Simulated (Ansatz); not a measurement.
Input and output for hcp Zr (0001), 1 layer: DFT, PBE, all-electron LAPW, scalar-relativistic (Ansatz 0.2.0).

The slab is cut from a bulk crystal relaxed on PAW files (its atoms may have been relaxed since).

Command: `ansatz run input.yaml --threads 1 --pin off --max-ram 3584MiB --backend cpu --events-out ev --progress --plain --runs-dir out` It took 7.7 s on 1 thread of Intel(R) Xeon(R) Platinum 8375C CPU @ 2.90GHz (Ice Lake), with other jobs on the host, peak memory 0.35 GiB.

```yaml
crystal:
  lattice:
    - [3.231099296, 0.0, 0.0]
    - [-1.615549648, 2.7982140725, 0.0]
    - [0.0, 0.0, 16.0]
  atoms:
    - { symbol: Zr, position: [0.0, 0.0, 0.5] }
kpoints:
  mp_grid: { grid: [15, 15, 1] }
scf:
  occupations: { method: fermi_dirac, width: 0.08 }
hamiltonian:
  xc: pbe
  pseudopotentials: { kind: all_electron, lapw: { basis_error: 0.001 } }
output:
  forces: true
  stress: true
  eigenvalues: true
  populations: true
  dos: { projected: true, de: 0.2, e_range: [-14, 8] }
efield:
  axis: 3
  amplitude: 0
  dipole_correction: true
```

Output:

```
Zr: projections on atomic orbitals take those of the free atom 1s2 2s2 2p6 3s2 3p6 3d10 4s2 4p6 4d2 5s2, of charge +0.00 (hamiltonian.pseudopotentials.projection_atoms)
LAPW: plane waves up to 6.483 Å⁻¹, error target 1.0e-3 eV per atom; small_component_spin mean_spin; Zr in spheres of 1.616 Å, 22 of its electrons in bands, Dirac shells [] (how accurate: hamiltonian.pseudopotentials.lapw.basis_error, Limitations)
Engine: ansatz 0.2.0
Pseudopotentials: kind: all_electron
Pseudopotential: Zr, LAPW, valence charge 22, lapw/all_electron/scalar/gaussian/Zr, Koelling and Harmon's equation, gaussian nucleus
Functional definition: PBE
  parameter kappa = 0.804
  parameter beta = 0.06672455060314922
  exchange = pbe_x(kappa = kappa, mu = beta*pi^2/3)
  correlation = pbe_c(beta = beta)
Crystal: 1 atoms, lattice volume = 144.661 Å³
Basis set: ecut = 160.14929540063625 eV, 675 PW (Γ), exchange–correlation at level 2
Bands: 15, of which v1, the nominal top of the filled ones, is band 11 counted from 1 (10 counted from 0)
Symmetry: 12 space group operations
k-points: 27 of 225
Non-local potential: Zr, projectors of the file, none
Initial density: superposition of atomic densities (neutral atoms: chi_scale 0, normalization atom)
Initial wavefunctions: plane waves of lowest kinetic energy (no species holds an atomic orbital)
Functional: x = pbe(κ = 0.804, μ = 0.2195149727645171), c = pbe(β = 0.06672455060314922)
iter 1 solved again at ethr=8.55e-3 eV; its pass at ethr=1.00e-1 eV (dr2=1.88e0 eV) is discarded
SCF iter   1: F=—  HF=-97925.505810 eV  |F-HF|=—  |Δ(HF+E_count)|=         —  Δρ=1.91e-2  dr2=1.89e0  ethr=8.55e-3  p=0.000 e·Å  D=7.75e-16 V/Å  ΔV_dip=-0.00 eV  dr2_dipole=4.93e-29  V_vac-E_F(+/−)=6.08/6.08 eV  ⟨swp⟩=2.0  Hψ=2555  notcnv=0
efield: sawtooth ramp at fractional position 0.9500 (placed from the atoms, in the widest stretch of the axis that holds none; the zero of the levels goes with the place), width 0.1000; the density the first Hamiltonian is built on has a dipole p = 0.000 e·Å; the dipole correction subtracts the counter field D = 4.53e-14 V/Å, which shifts the + side's vacuum level by -0.00 eV against the − side's; the planar-averaged density in the ramp window peaks in size at 2.7e-6 e/Å³
preconditioner: auto → LDOS  [metal: Δε(μ)=0.057 eV  Ē_g=3.223 eV  σ=0.080 eV  W_gap=0.17  n_scr=10 (ndim 8)  ℏωp=6.2 eV  f_vac=0.677  D(μ)=3.16/eV (n_scr^D=10)  β→1.0]
SCF iter   2: F=—  HF=-97924.996636 eV  |F-HF|=—  |Δ(HF+E_count)|=   5.09e-1  Δρ=1.11e-2  dr2=1.95e-1  ethr=8.55e-3  p=0.000 e·Å  D=2.12e-12 V/Å  ΔV_dip=-0.00 eV  dr2_dipole=3.95e-22  V_vac-E_F(+/−)=4.33/4.33 eV  ⟨swp⟩=3.0  Hψ=1249  notcnv=0
SCF iter   3: F=—  HF=-97924.992350 eV  |F-HF|=—  |Δ(HF+E_count)|=   4.29e-3  Δρ=2.88e-3  dr2=6.16e-2  ethr=8.88e-4  p=0.000 e·Å  D=2.28e-8 V/Å  ΔV_dip=-0.00 eV  dr2_dipole=2.04e-14  V_vac-E_F(+/−)=4.63/4.63 eV  ⟨swp⟩=3.0  Hψ=1375  notcnv=0
iter 4 solved again at ethr=1.09e-5 eV; its pass at ethr=2.80e-4 eV (dr2=2.39e-3 eV) is discarded
SCF iter   4: F=—  HF=-97924.987838 eV  |F-HF|=—  |Δ(HF+E_count)|=         —  Δρ=6.62e-4  dr2=2.36e-3  ethr=1.09e-5  p=0.000 e·Å  D=2.87e-9 V/Å  ΔV_dip=-0.00 eV  dr2_dipole=2.84e-14  V_vac-E_F(+/−)=4.16/4.16 eV  ⟨swp⟩=2.0  Hψ=2165  notcnv=0
the basis was enlarged: its passes take 210.4 KiB over the memory plan, 1 of 1 planned eigensolver slots
SCF iter   5: F=—  HF=-97924.988351 eV  |F-HF|=—  |Δ(HF+E_count)|=   5.13e-4  Δρ=1.95e-4  dr2=2.71e-4  ethr=1.07e-5  p=0.000 e·Å  D=1.79e-8 V/Å  ΔV_dip=-0.00 eV  dr2_dipole=9.54e-14  V_vac-E_F(+/−)=4.03/4.03 eV  ⟨swp⟩=3.0  Hψ=1282  notcnv=0
SCF iter   6: F=—  HF=-97924.988365 eV  |F-HF|=—  |Δ(HF+E_count)|=   1.39e-5  Δρ=7.40e-5  dr2=5.61e-5  ethr=1.23e-6  p=-0.000 e·Å  D=-9.83e-9 V/Å  ΔV_dip=0.00 eV  dr2_dipole=9.88e-14  V_vac-E_F(+/−)=3.99/3.99 eV  ⟨swp⟩=3.0  Hψ=1297  notcnv=0
SCF iter   7: F=—  HF=-97924.988344 eV  |F-HF|=—  |Δ(HF+E_count)|=   2.08e-5  Δρ=2.57e-5  dr2=1.15e-6  ethr=2.55e-7  p=0.000 e·Å  D=6.22e-9 V/Å  ΔV_dip=-0.00 eV  dr2_dipole=2.09e-14  V_vac-E_F(+/−)=3.96/3.96 eV  ⟨swp⟩=3.0  Hψ=1297  notcnv=0
SCF iter   8: F=-97924.988347 eV  HF=-97924.988347 eV  |F-HF|=5.18e-8  |Δ(HF+E_count)|=   2.71e-6  Δρ=5.67e-6  dr2=6.40e-8  ethr=5.21e-9  p=-0.000 e·Å  D=-9.76e-9 V/Å  ΔV_dip=0.00 eV  dr2_dipole=7.41e-14  V_vac-E_F(+/−)=3.96/3.96 eV  ⟨swp⟩=3.1  Hψ=1302  notcnv=0
SCF 1 converged in 8 iterations: F = -97924.988347 eV  dr2 = 6.40e-8
SCF converged after 8 iterations
Free energy (F): -97924.988347 eV
Harris-Foulkes:  -97924.988347 eV  (|F-HF|=5.18e-8)
Internal energy: -97924.915511 eV  (E = F + TS)
E sigma→0 (E₀):  -97924.951929 eV
Entropy (-TS):   -0.072836 eV (-72.836 meV/atom)
Fermi energy:    -0.614150 eV
Dipole field:    D = -0.000000 V/Å  (p = -0.000000 e·Å, saw-weighted, corrected)
Work function:   Φ+ = 3.9608 eV   Φ− = 3.9608 eV
Levels:          The Fermi level and band energies are counted from a zero that moves with the ramp; work functions are not
--- Per-component energies (eV) ---
  E_band       = -1972.668848
  E_kinetic    = 101141.663440
  E_xc         = -3108.051733
  E_efield     = 0.000000  (sawtooth field / dipole correction)
  E_electrostatic = -195958.527218  (all electrons and nuclei)
  E_smearing   = -0.072836  (= −TS)
  E_closure    = 0.000000  (closes the sum)
  E_atoms      = -97919.811540  (free atoms, spherical and without spin; not in F)
  Σ components = -97924.988347   (vs F -97924.988347, Δ=0.00e0)
  Basis errors (estimates in eV, not in F): energy 4.3e-4 per atom: plane waves 3.9e-4 (2.4e-4 summed), levels above the bands 7.9e-19, relativity 4.8e-8, radial functions 4.2e-5, core shells 3.6e-7; eigenvalues (radial functions only) 1.1e-6; not estimated: angular momenta, meshes, grids; target (lapw.basis_error) 1.0e-3; muffin-tin radii Zr 1.616 Å
--- Forces (eV/Å), atoms counted from 1 ---
  atom   1  Zr    -0.00000000     0.00000000     0.00000009
  max |Σ_I F_I| component: 8.74e-8 eV/Å
--- Stress (GPa, compression-positive) ---
       -3.276550       0.000000      -0.000000
        0.000000      -3.276550      -0.000000
       -0.000000      -0.000000      -0.000167
  P = ⅓ Tr σ = -2.1844 GPa (-21.844 kbar)
--- Band table (eV; the first three rows and the last of 27) ---
  k-point 0: bands = ["-169.9856", "-169.9692", "-169.9692", "-169.9610", "-169.9610", "-49.8588", "-28.0324", "-27.4273", "-27.4273", "-4.4052", "-0.7614", "-0.1738", "0.5272", "0.5272", "2.5824"]
  k-point 1: bands = ["-169.9856", "-169.9692", "-169.9692", "-169.9610", "-169.9610", "-49.8554", "-28.0284", "-27.4567", "-27.4340", "-4.2739", "-0.6975", "-0.2127", "0.4037", "0.6375", "2.5208"]
  k-point 2: bands = ["-169.9856", "-169.9692", "-169.9692", "-169.9610", "-169.9610", "-49.8455", "-28.0169", "-27.5390", "-27.4529", "-3.8986", "-0.5201", "-0.3385", "0.1076", "0.9624", "2.4434"]
  k-point 26: bands = ["-169.9856", "-169.9692", "-169.9692", "-169.9610", "-169.9610", "-49.7677", "-27.9259", "-27.8827", "-27.8827", "-0.5203", "-0.5203", "-0.3152", "-0.3152", "1.3243", "5.8053"]
--- Löwdin populations: 1 site ---
  site symbol       q [e]
     0     Zr     39.9233
  spilling = 0.001917 (of n_electrons = 40.000000)
```

populations.tsv:

```
# site	symbol	l	j	q
# orbitals = lowdin
# n_electrons = 40.000000
# spilling = 0.001917
# projection_atom_Zr: 1s2 2s2 2p6 3s2 3p6 3d10 4s2 4p6 4d2 5s2
0	Zr	0_1S	-	1.999998
0	Zr	0_2S	-	1.999928
0	Zr	0_3S	-	1.998690
0	Zr	0_4S	-	1.974362
0	Zr	0_5S	-	0.908538
0	Zr	1_2P	-	6.000000
0	Zr	1_3P	-	5.999927
0	Zr	1_4P	-	5.982776
0	Zr	2_3D	-	9.999987
0	Zr	2_4D	-	3.059110
```

Next run (no relativity), as changes to the input before:

```diff
   xc: pbe
-  pseudopotentials: { kind: all_electron, lapw: { basis_error: 0.001 } }
+  pseudopotentials:
+    kind: all_electron
+    lapw: { basis_error: 0.001 }
+    relativity: none
 output:
   eigenvalues: true
-  populations: true
-  dos: { projected: true, de: 0.2, e_range: [-14, 8] }
 efield:
```

Results part of the output:

```
SCF 1 converged in 8 iterations: F = -96346.142741 eV  dr2 = 4.75e-8
the search or the solves at the SCF's close seem to have found levels that the self-consistency loop had missed (the run counts 1). By its estimate they hold under 1e-12 electrons; where the run keeps them, the occupations were computed again with them
SCF converged after 8 iterations
Free energy (F): -96346.142741 eV
Harris-Foulkes:  -96346.142741 eV  (|F-HF|=1.65e-8)
Internal energy: -96346.076764 eV  (E = F + TS)
E sigma→0 (E₀):  -96346.109753 eV
Entropy (-TS):   -0.065977 eV (-65.977 meV/atom)
Fermi energy:    -0.589157 eV
Dipole field:    D = 0.000000 V/Å  (p = 0.000000 e·Å, saw-weighted, corrected)
Work function:   Φ+ = 3.9344 eV   Φ− = 3.9344 eV
Levels:          The Fermi level and band energies are counted from a zero that moves with the ramp; work functions are not
--- Per-component energies (eV) ---
  E_band       = -1991.480259
  E_kinetic    = 96291.166874
  E_xc         = -3051.786111
  E_efield     = 0.000000  (sawtooth field / dipole correction)
  E_electrostatic = -189585.457527  (all electrons and nuclei)
  E_smearing   = -0.065977  (= −TS)
  E_closure    = 0.000000  (closes the sum)
  E_atoms      = -96340.782765  (free atoms, spherical and without spin; not in F)
  Σ components = -96346.142741   (vs F -96346.142741, Δ=0.00e0)
  Basis errors (estimates in eV, not in F): energy 4.4e-4 per atom: plane waves 4.0e-4 (2.5e-4 summed), levels above the bands 1.1e-18, relativity 0.0e0, radial functions 4.1e-5, core shells 4.4e-7; eigenvalues (radial functions only) 1.1e-6; not estimated: angular momenta, meshes, grids; target (lapw.basis_error) 1.0e-3; muffin-tin radii Zr 1.616 Å
--- Forces (eV/Å), atoms counted from 1 ---
  atom   1  Zr     0.00000000    -0.00000000    -0.00000011
  max |Σ_I F_I| component: 1.08e-7 eV/Å
--- Stress (GPa, compression-positive) ---
       -3.417339       0.000000      -0.000000
        0.000000      -3.417339      -0.000000
       -0.000000      -0.000000      -0.000053
  P = ⅓ Tr σ = -2.2782 GPa (-22.782 kbar)
--- Band table (eV; the first three rows and the last of 27) ---
  k-point 0: bands = ["-172.7835", "-172.7782", "-172.7782", "-172.7627", "-172.7627", "-47.2074", "-27.4318", "-26.8271", "-26.8271", "-3.9889", "-0.7962", "-0.0872", "0.4367", "0.4367", "2.4521"]
  k-point 1: bands = ["-172.7835", "-172.7782", "-172.7782", "-172.7627", "-172.7627", "-47.2030", "-27.4275", "-26.8581", "-26.8342", "-3.8599", "-0.7332", "-0.1335", "0.3184", "0.5459", "2.4069"]
  k-point 2: bands = ["-172.7835", "-172.7782", "-172.7782", "-172.7627", "-172.7627", "-47.1907", "-27.4153", "-26.9449", "-26.8541", "-3.4932", "-0.5582", "-0.2806", "0.0366", "0.8674", "2.3178"]
  k-point 26: bands = ["-172.7835", "-172.7782", "-172.7782", "-172.7627", "-172.7627", "-47.0926", "-27.3181", "-27.3076", "-27.3076", "-0.4798", "-0.4798", "-0.3619", "-0.3619", "1.3029", "6.1747"]
```

Next run (vacuum of 13 Å), as changes to the input before:

```diff
-    - [0.0, 0.0, 16.0]
+    - [0.0, 0.0, 13.0]
   atoms:
   xc: pbe
-  pseudopotentials:
-    kind: all_electron
-    lapw: { basis_error: 0.001 }
-    relativity: none
+  pseudopotentials: { kind: all_electron, lapw: { basis_error: 0.001 } }
 output:
```

Command: `ansatz run input.yaml --threads 1 --pin off --max-ram 3584MiB --backend cpu --events-out ev --progress --plain --runs-dir out` It took 7 s on 1 thread of Intel(R) Xeon(R) Platinum 8375C CPU @ 2.90GHz (Ice Lake), on a shared host, peak memory 0.28 GiB.

Results part of the output:

```
WARN: efield: at this solve's end the planar-averaged density reaches 2.05e-5 e/Å³ inside the ramp window [0.8731, 0.1269] (bound 1e-5 e/Å³); the window's nearer edge stands 4.85 Å from this solve's nearest atom along the axis. Its work functions, free energy, forces, stress, dipole, levels and responses can be off, and this figure does not tell by how much. A short vacuum, a low `basis.ecutwfc` or `basis.ecutrho_ratio` and negative occupations (`scf.occupations.method`) can put density there. See the manual's quickstart, § The vacuum guard
SCF 1 converged in 8 iterations: F = -97924.988353 eV  dr2 = 7.19e-8
SCF converged after 8 iterations
Free energy (F): -97924.988353 eV
Harris-Foulkes:  -97924.988353 eV  (|F-HF|=5.28e-8)
Internal energy: -97924.915522 eV  (E = F + TS)
E sigma→0 (E₀):  -97924.951938 eV
Entropy (-TS):   -0.072831 eV (-72.831 meV/atom)
Fermi energy:    0.158076 eV
Dipole field:    D = -0.000000 V/Å  (p = -0.000000 e·Å, saw-weighted, corrected)
Work function:   Φ+ = 3.9603 eV   Φ− = 3.9606 eV
Levels:          The Fermi level and band energies are counted from a zero that moves with the ramp; work functions are not
Vacuum region:   at the solve's end the planar-averaged density reaches 2.05e-5 e/Å³ inside the ramp window [0.8731, 0.1269] (bound 1e-5 e/Å³)
--- Per-component energies (eV) ---
  E_band       = -1955.678226
  E_kinetic    = 101141.664025
  E_xc         = -3108.051800
  E_efield     = 0.000000  (sawtooth field / dipole correction)
  E_electrostatic = -195958.527747  (all electrons and nuclei)
  E_smearing   = -0.072831  (= −TS)
  E_closure    = 0.000000  (closes the sum)
  E_atoms      = -97919.811540  (free atoms, spherical and without spin; not in F)
  Σ components = -97924.988353   (vs F -97924.988353, Δ=0.00e0)
  Basis errors (estimates in eV, not in F): energy 4.3e-4 per atom: plane waves 3.9e-4 (2.4e-4 summed), levels above the bands 1.9e-18, relativity 4.8e-8, radial functions 4.2e-5, core shells 3.6e-7; eigenvalues (radial functions only) 1.1e-6; not estimated: angular momenta, meshes, grids; target (lapw.basis_error) 1.0e-3; muffin-tin radii Zr 1.616 Å
--- Forces (eV/Å), atoms counted from 1 ---
  atom   1  Zr    -0.00000000    -0.00000000     0.00000001
  max |Σ_I F_I| component: 1.05e-8 eV/Å
--- Stress (GPa, compression-positive) ---
       -4.032896       0.000000       0.000000
        0.000000      -4.032896       0.000000
        0.000000       0.000000      -0.000188
  P = ⅓ Tr σ = -2.6887 GPa (-26.887 kbar)
--- Band table (eV; the first three rows and the last of 27) ---
  k-point 0: bands = ["-169.2133", "-169.1969", "-169.1969", "-169.1887", "-169.1887", "-49.0865", "-27.2601", "-26.6550", "-26.6550", "-3.6329", "0.0102", "0.6005", "1.2995", "1.2995", "3.3547"]
  k-point 1: bands = ["-169.2133", "-169.1969", "-169.1969", "-169.1887", "-169.1887", "-49.0830", "-27.2560", "-26.6844", "-26.6617", "-3.5017", "0.0741", "0.5612", "1.1759", "1.4097", "3.3041"]
  k-point 2: bands = ["-169.2133", "-169.1969", "-169.1969", "-169.1887", "-169.1887", "-49.0732", "-27.2445", "-26.7667", "-26.6806", "-3.1264", "0.2516", "0.4346", "0.8798", "1.7347", "3.2157"]
  k-point 26: bands = ["-169.2133", "-169.1969", "-169.1969", "-169.1887", "-169.1887", "-48.9954", "-27.1535", "-27.1104", "-27.1104", "0.2520", "0.2520", "0.4571", "0.4571", "2.0966", "6.5772"]
```

The program warned of electron density in the middle of the vacuum in some runs, so work functions there carry some error.
